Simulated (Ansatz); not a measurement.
An Ansatz (a first-principles code) run. Input:

Ansatz 0.2 input:
```yaml
crystal:
  lattice:
    - [2.6334147262, 0.0, 0.0]
    - [0.0, 2.6334147262, 0.0]
    - [0.0, 0.0, 2.6334147262]
  atoms:
    - { symbol: Mg, position: [0.0, 0.0, 0.0] }
    - { symbol: O, position: [0.5, 0.5, 0.5] }
kpoints:
  mp_grid: { grid: [10, 10, 10] }
hamiltonian:
  xc: pbesol
  pseudopotentials: { kind: paw }
scf:
  occupations: { method: fixed }
elastic: { mode: relaxed_ion, stencil: two_point, amplitude: 0.005, f_tol: 0.0005 }
```

Output (shortened):

```
Pseudopotential: Mg, paw, valence charge 10
Pseudopotential: O, paw, valence charge 6
Functional definition: PBEsol
Crystal: 2 atoms, lattice volume = 18.262 Å³
Basis set: ecut = 420 eV, 365 PW (Γ), exchange–correlation on 36×36×36 points (8 copies of the dense FFT grid, shifted against one another)
Bands: 12, of which v1, the nominal top of the filled ones, is band 8 counted from 1 (7 counted from 0)
Symmetry: 48 space group operations
Space group: Pm-3m (ITA 221), of the structure as read, at distance tolerance 2.6e-5 Å
k-points: 56 of 1000
SCF iter   1: F=—  HF=-2474.406778 eV  |F-HF|=—  |Δ(HF+E_count)|=         —  Δρ=1.58e-2  dr2=3.73e-2  ethr=1.77e-3  ⟨swp⟩=4.4  Hψ=3537  notcnv=0  defer=72
preconditioner: auto → none
SCF iter   2: F=—  HF=-2474.397666 eV  |F-HF|=—  |Δ(HF+E_count)|=   9.11e-3  Δρ=7.67e-3  dr2=7.14e-3  ethr=2.33e-4  ⟨swp⟩=2.2  Hψ=1417  notcnv=0  defer=96
SCF iter   3: F=—  HF=-2474.395460 eV  |F-HF|=—  |Δ(HF+E_count)|=   2.21e-3  Δρ=1.19e-3  dr2=1.54e-4  ethr=4.46e-5  ⟨swp⟩=2.2  Hψ=963  notcnv=0  defer=101
SCF iter   4: F=—  HF=-2474.395446 eV  |F-HF|=—  |Δ(HF+E_count)|=   1.45e-5  Δρ=2.68e-4  dr2=4.28e-6  ethr=9.65e-7  ⟨swp⟩=2.7  Hψ=1173  notcnv=0  defer=60
SCF iter   5: F=—  HF=-2474.395379 eV  |F-HF|=—  |Δ(HF+E_count)|=   6.64e-5  Δρ=4.49e-5  dr2=3.10e-7  ethr=2.68e-8  ⟨swp⟩=2.0  Hψ=833  notcnv=0  defer=1
SCF iter   6: F=—  HF=-2474.395379 eV  |F-HF|=—  |Δ(HF+E_count)|=   9.60e-7  Δρ=2.58e-6  dr2=4.14e-10  ethr=1.94e-9  ⟨swp⟩=2.1  Hψ=878  notcnv=0
SCF iter   7: F=—  HF=-2474.395379 eV  |F-HF|=—  |Δ(HF+E_count)|=  3.50e-11  Δρ=6.34e-7  dr2=2.50e-11  ethr=2.59e-12  ⟨swp⟩=2.0  Hψ=1075  notcnv=0
SCF iter   8: F=—  HF=-2474.395379 eV  |F-HF|=—  |Δ(HF+E_count)|=  3.00e-11  Δρ=6.56e-8  dr2=2.07e-13  ethr=1.56e-13 (applied; sched 1.00e-12)  ⟨swp⟩=2.8  Hψ=1071  notcnv=0
SCF iter   9: F=-2474.395379 eV  HF=-2474.395379 eV  |F-HF|=0.00e0  |Δ(HF+E_count)|=    0.00e0  Δρ=2.92e-9  dr2=4.90e-16  ethr=1.00e-12  ⟨swp⟩=4.9  Hψ=2774  notcnv=0
SCF 1 converged in 9 iterations: F = -2474.395379 eV  dr2 = 4.90e-16
Crystal: 2 atoms, lattice volume = 18.171 Å³
Symmetry: 16 space group operations
k-points: 126 of 1000
iter 1 solved again at ethr=2.10e-7 eV; its pass at ethr=3.10e-3 eV (dr2=3.35e-5 eV) is discarded
SCF iter   1: F=—  HF=-2474.394676 eV  |F-HF|=—  |Δ(HF+E_count)|=         —  Δρ=7.43e-4  dr2=3.85e-5  ethr=2.10e-7  ⟨swp⟩=2.7  Hψ=9367  notcnv=0  defer=232
preconditioner: auto → none
SCF iter   2: F=—  HF=-2474.394598 eV  |F-HF|=—  |Δ(HF+E_count)|=   7.85e-5  Δρ=3.48e-4  dr2=7.69e-6  ethr=2.10e-7  ⟨swp⟩=2.0  Hψ=2016  notcnv=0  defer=73
SCF iter   3: F=—  HF=-2474.394597 eV  |F-HF|=—  |Δ(HF+E_count)|=   3.26e-7  Δρ=1.71e-4  dr2=1.48e-6  ethr=4.81e-8  ⟨swp⟩=2.1  Hψ=1861  notcnv=0  defer=3
SCF iter   4: F=—  HF=-2474.394596 eV  |F-HF|=—  |Δ(HF+E_count)|=   1.23e-6  Δρ=5.92e-5  dr2=1.74e-7  ethr=9.23e-9  ⟨swp⟩=1.8  Hψ=1886  notcnv=0  defer=1
SCF iter   5: F=—  HF=-2474.394596 eV  |F-HF|=—  |Δ(HF+E_count)|=   4.04e-8  Δρ=1.05e-5  dr2=5.75e-9  ethr=1.09e-9  ⟨swp⟩=2.6  Hψ=2177  notcnv=0  defer=1
SCF iter   6: F=—  HF=-2474.394596 eV  |F-HF|=—  |Δ(HF+E_count)|=   2.52e-9  Δρ=8.46e-7  dr2=4.18e-11  ethr=3.59e-11  ⟨swp⟩=2.1  Hψ=1942  notcnv=0  defer=1
SCF iter   7: F=—  HF=-2474.394596 eV  |F-HF|=—  |Δ(HF+E_count)|=  2.05e-11  Δρ=5.53e-8  dr2=1.49e-13  ethr=2.61e-13 (applied; sched 1.00e-12)  ⟨swp⟩=2.0  Hψ=2508  notcnv=0  defer=1
SCF iter   8: F=-2474.394596 eV  HF=-2474.394596 eV  |F-HF|=4.55e-13  |Δ(HF+E_count)|=  4.55e-13  Δρ=3.81e-9  dr2=5.99e-16  ethr=1.00e-12  ⟨swp⟩=4.0  Hψ=4827  notcnv=0
SCF 2 converged in 8 iterations: F = -2474.394596 eV  dr2 = 5.99e-16
Crystal: 2 atoms, lattice volume = 18.354 Å³
iter 1 solved again at ethr=1.02e-10 eV; its pass at ethr=3.10e-3 eV (dr2=1.63e-8 eV) is discarded
SCF iter   1: F=—  HF=-2474.394680 eV  |F-HF|=—  |Δ(HF+E_count)|=         —  Δρ=4.85e-5  dr2=2.90e-8  ethr=1.02e-10  ⟨swp⟩=2.9  Hψ=9373  notcnv=0  defer=131
preconditioner: auto → none
SCF iter   2: F=—  HF=-2474.394613 eV  |F-HF|=—  |Δ(HF+E_count)|=   6.67e-5  Δρ=2.55e-5  dr2=1.86e-8  ethr=1.02e-10  ⟨swp⟩=2.0  Hψ=2520  notcnv=0  defer=132
SCF iter   3: F=—  HF=-2474.394613 eV  |F-HF|=—  |Δ(HF+E_count)|=   8.62e-8  Δρ=1.69e-5  dr2=1.70e-9  ethr=1.02e-10  ⟨swp⟩=2.1  Hψ=1806  notcnv=0  defer=132
SCF iter   4: F=—  HF=-2474.394613 eV  |F-HF|=—  |Δ(HF+E_count)|=   9.28e-8  Δρ=2.08e-6  dr2=4.26e-10  ethr=1.06e-11  ⟨swp⟩=2.6  Hψ=2365  notcnv=0  defer=132
SCF iter   5: F=—  HF=-2474.394613 eV  |F-HF|=—  |Δ(HF+E_count)|=  4.97e-10  Δρ=5.65e-7  dr2=5.05e-11  ethr=2.67e-12  ⟨swp⟩=1.9  Hψ=1780  notcnv=0  defer=132
SCF iter   6: F=—  HF=-2474.394613 eV  |F-HF|=—  |Δ(HF+E_count)|=  1.36e-12  Δρ=3.97e-8  dr2=1.10e-13  ethr=3.16e-13 (applied; sched 1.00e-12)  ⟨swp⟩=2.2  Hψ=1843  notcnv=0  defer=132
SCF iter   7: F=-2474.394613 eV  HF=-2474.394613 eV  |F-HF|=0.00e0  |Δ(HF+E_count)|=  4.55e-13  Δρ=7.36e-9  dr2=8.30e-15  ethr=1.00e-12  ⟨swp⟩=4.0  Hψ=4556  notcnv=0
SCF 3 converged in 7 iterations: F = -2474.394613 eV  dr2 = 8.30e-15
Crystal: 2 atoms, lattice volume = 18.262 Å³
Symmetry: 8 space group operations
k-points: 186 of 1000
iter 1 solved again at ethr=4.39e-8 eV; its pass at ethr=3.10e-3 eV (dr2=7.02e-6 eV) is discarded
SCF iter   1: F=—  HF=-2474.395575 eV  |F-HF|=—  |Δ(HF+E_count)|=         —  Δρ=3.00e-4  dr2=9.97e-6  ethr=4.39e-8  ⟨swp⟩=3.0  Hψ=14245  notcnv=0  defer=338
preconditioner: auto → none
SCF iter   2: F=—  HF=-2474.395505 eV  |F-HF|=—  |Δ(HF+E_count)|=   7.01e-5  Δρ=1.51e-4  dr2=2.36e-6  ethr=4.39e-8  ⟨swp⟩=1.0  Hψ=2232  notcnv=0  defer=111
SCF iter   3: F=—  HF=-2474.395505 eV  |F-HF|=—  |Δ(HF+E_count)|=   2.80e-7  Δρ=3.76e-5  dr2=1.98e-7  ethr=1.47e-8  ⟨swp⟩=1.2  Hψ=2354  notcnv=0  defer=11
SCF iter   4: F=—  HF=-2474.395505 eV  |F-HF|=—  |Δ(HF+E_count)|=   1.50e-7  Δρ=7.56e-6  dr2=2.73e-9  ethr=1.24e-9  ⟨swp⟩=2.0  Hψ=2829  notcnv=0  defer=1
SCF iter   5: F=—  HF=-2474.395505 eV  |F-HF|=—  |Δ(HF+E_count)|=  8.46e-11  Δρ=1.10e-6  dr2=1.58e-10  ethr=1.71e-11  ⟨swp⟩=2.1  Hψ=2700  notcnv=0  defer=1
SCF iter   6: F=—  HF=-2474.395505 eV  |F-HF|=—  |Δ(HF+E_count)|=  3.41e-11  Δρ=1.04e-7  dr2=6.57e-13  ethr=9.89e-13 (applied; sched 1.00e-12)  ⟨swp⟩=2.1  Hψ=2714  notcnv=0  defer=1
SCF iter   7: F=-2474.395505 eV  HF=-2474.395505 eV  |F-HF|=9.09e-13  |Δ(HF+E_count)|=  4.55e-13  Δρ=2.97e-8  dr2=5.33e-14  ethr=1.00e-12  ⟨swp⟩=4.7  Hψ=7566  notcnv=0
SCF 4 converged in 7 iterations: F = -2474.395505 eV  dr2 = 5.33e-14
Crystal: 2 atoms, lattice volume = 18.262 Å³
iter 1 solved again at ethr=1.09e-10 eV; its pass at ethr=3.10e-3 eV (dr2=1.75e-8 eV) is discarded
SCF iter   1: F=—  HF=-2474.395576 eV  |F-HF|=—  |Δ(HF+E_count)|=         —  Δρ=1.71e-5  dr2=2.27e-8  ethr=1.09e-10  ⟨swp⟩=2.6  Hψ=13215  notcnv=0  defer=188
preconditioner: auto → none
SCF iter   2: F=—  HF=-2474.395505 eV  |F-HF|=—  |Δ(HF+E_count)|=   7.08e-5  Δρ=1.17e-5  dr2=1.90e-8  ethr=1.09e-10  ⟨swp⟩=2.0  Hψ=3720  notcnv=0  defer=187
SCF iter   3: F=—  HF=-2474.395505 eV  |F-HF|=—  |Δ(HF+E_count)|=   4.50e-9  Δρ=5.19e-6  dr2=1.30e-9  ethr=1.09e-10  ⟨swp⟩=2.0  Hψ=2547  notcnv=0  defer=187
SCF iter   4: F=—  HF=-2474.395505 eV  |F-HF|=—  |Δ(HF+E_count)|=  9.76e-10  Δρ=2.51e-6  dr2=1.06e-9  ethr=8.11e-12  ⟨swp⟩=2.9  Hψ=3640  notcnv=0  defer=187
SCF iter   5: F=—  HF=-2474.395505 eV  |F-HF|=—  |Δ(HF+E_count)|=  2.38e-10  Δρ=1.21e-6  dr2=2.49e-10  ethr=6.64e-12  ⟨swp⟩=1.1  Hψ=2265  notcnv=0  defer=187
SCF iter   6: F=—  HF=-2474.395505 eV  |F-HF|=—  |Δ(HF+E_count)|=  5.28e-11  Δρ=4.52e-7  dr2=3.40e-11  ethr=1.56e-12  ⟨swp⟩=1.5  Hψ=2405  notcnv=0  defer=187
SCF iter   7: F=—  HF=-2474.395505 eV  |F-HF|=—  |Δ(HF+E_count)|=  6.37e-12  Δρ=1.01e-7  dr2=1.69e-12  ethr=2.13e-13 (applied; sched 1.00e-12)  ⟨swp⟩=2.1  Hψ=2625  notcnv=0  defer=187
SCF iter   8: F=-2474.395505 eV  HF=-2474.395505 eV  |F-HF|=9.09e-13  |Δ(HF+E_count)|=    0.00e0  Δρ=1.79e-8  dr2=4.98e-14  ethr=1.00e-12  ⟨swp⟩=3.2  Hψ=8383  notcnv=0
SCF 5 converged in 8 iterations: F = -2474.395505 eV  dr2 = 4.98e-14
SCF converged after 9 iterations
Free energy (F): -2474.395379 eV
Harris-Foulkes:  -2474.395379 eV  (|F-HF|=0.00e0)
Internal energy: -2474.395379 eV  (E = F + TS)
E sigma→0 (E₀):  -2474.395379 eV
Fermi energy:    9.960961 eV
--- Per-component energies (eV) ---
  E_band       = -287.907075
  E_kinetic    = 254.211240
  E_local      = -1544.533003  (includes V_loc(G=0)·N_el)
  E_nonlocal   = 143.800951
  E_hartree    = 527.079012
  E_xc         = -103.745764
  E_vxc        = -133.671061  (∫ρ·V_xc dr)
  E_paw        = -433.217707  (= ΣΔE_a)
  E_vpaw       = -61.875664  (= ΣTr[D̂ρ^β])
  E_aug_tail   = 0.002436  (compensation charges beyond the density's cutoff)
  E_ewald      = -1318.086695
  E_core_change = 0.094150  (= ΣΔE_core)
  E_smearing   =  0.000000  (= −TS)
  E_closure    = 0.000000  (closes the sum)
  Σ components = -2474.395379   (vs F -2474.395379, Δ=0.00e0)
  [band-id]    e_kinetic+e_local+e_nonlocal+2·e_hartree+e_vxc+e_vpaw+e_augmentation_tail = -287.907076   (vs E_band -287.907075, Δ=-4.68e-7)
--- Forces (eV/Å), atoms counted from 1 ---
  atom   1  Mg     0.00000000     0.00000000     0.00000000
  atom   2  O      0.00000000     0.00000000     0.00000000
  max |Σ_I F_I| component: 0.0 eV/Å
--- Stress (GPa, compression-positive) ---
        0.002802       0.000000       0.000000
        0.000000       0.002802       0.000000
        0.000000       0.000000       0.002802
  P = ⅓ Tr σ = 0.0028 GPa (0.028 kbar)
--- Band table (eV; the first three rows and the last of 56) ---
  k-point 0: bands = ["-64.3431", "-31.2234", "-31.2234", "-31.2234", "-8.4924", "8.9473", "8.9473", "8.9473", "12.4299", "20.2792", "20.2792", "30.1753"]
  k-point 1: bands = ["-64.3418", "-31.2365", "-31.2222", "-31.2222", "-8.3898", "8.0873", "8.9885", "8.9885", "13.0535", "20.4866", "20.4968", "30.0048"]
  k-point 2: bands = ["-64.3384", "-31.2709", "-31.2191", "-31.2191", "-8.1062", "6.4706", "9.0981", "9.0981", "14.1457", "20.7702", "21.1047", "29.4988"]
  k-point 55: bands = ["-64.3035", "-31.3201", "-31.3201", "-31.3201", "-5.5135", "6.3070", "6.3070", "6.3070", "17.3320", "17.3320", "17.3320", "26.2024"]
--- Elastic constants: 2 strain directions × 2 members + reference (group order 48) ---
  dense FFT box of the reference and of every strained cell: 18×18×18
  strains applied: 11, 23; error gains: componentwise 1.00 (the most a stress slope's error grows in a printed constant), spectral 1.73 (1 for all six strains …
  C = ∂σ_k/∂η_j (tension-positive GPa; Voigt order 11 22 33 23 13 12):
       579.968    -69.022    -69.022      0.000      0.000      0.000
       -69.022    579.968    -69.022      0.000      0.000      0.000
       -69.022    -69.022    579.968      0.000      0.000      0.000
         0.000      0.000      0.000    -55.643      0.000      0.000
         0.000      0.000      0.000      0.000    -55.643      0.000
         0.000      0.000      0.000      0.000      0.000    -55.643
  reference stress σ⁰ (GPa):     -0.003     -0.003     -0.003      0.000      0.000      0.000
  C* (energy form; C + prestress term) asymmetry max|C*_kj − C*_jk| = 1.421e-14 GPa — a small one proves nothing (zero by symmetry where the batch's group is …
  moduli (Voigt/Reuss/Hill, GPa): K = 147.31/147.31/147.31   G = 96.41/-104.71/-4.15   E = -12.56   ν = 0.514
  mechanically stable: NO (min eigenvalue of sym C = -55.64 GPa)
  where every solve meets its electron count the energy-path curvature estimates C_jj along a normal strain and C_jj − ¼(σ⁰_aa + σ⁰_bb) along a shear (ab), of …
  strain η (Voigt 11):  stress-route row diagonal C_11 = 579.97 GPa, energy-path curvature d²(F+E_count+ΔE)/dδ²/Ω₀ = 579.78 GPa
         δ    σ_11 (GPa)             F (eV)   n_scf  n_hpsi   n_pw
    -5.000e-3      -2.9420       -2474.3945961       8   28348    368   relax 0 steps, max|allowed force component| 0.0 eV/Å
     5.000e-3       2.8577       -2474.3946131       7   26005    370   relax 0 steps, max|allowed force component| 0.0 eV/Å
  strain η (Voigt 23):  stress-route row diagonal C_44 = -55.64 GPa, energy-path curvature d²(F+E_count+ΔE)/dδ²/Ω₀ = -54.97 GPa
         δ    σ_23 (GPa)             F (eV)   n_scf  n_hpsi   n_pw
    -5.000e-3       0.2782       -2474.3955053       7   37240    370   relax 0 steps, max|allowed force component| 0.0 eV/Å
     5.000e-3      -0.2782       -2474.3955053       8   41402    370   relax 0 steps, max|allowed force component| 0.0 eV/Å
```

Cost: roughly 5 core-seconds on shared cores.

This is a known high-pressure phase of the composition, computed here at zero pressure and temperature. Symmetry was held in the PBEsol relaxation. At this level the phase is dynamically unstable (imaginary phonons).

Potentials: the later of the program's two PAW sets.

Ansatz is a plane-wave DFT program.
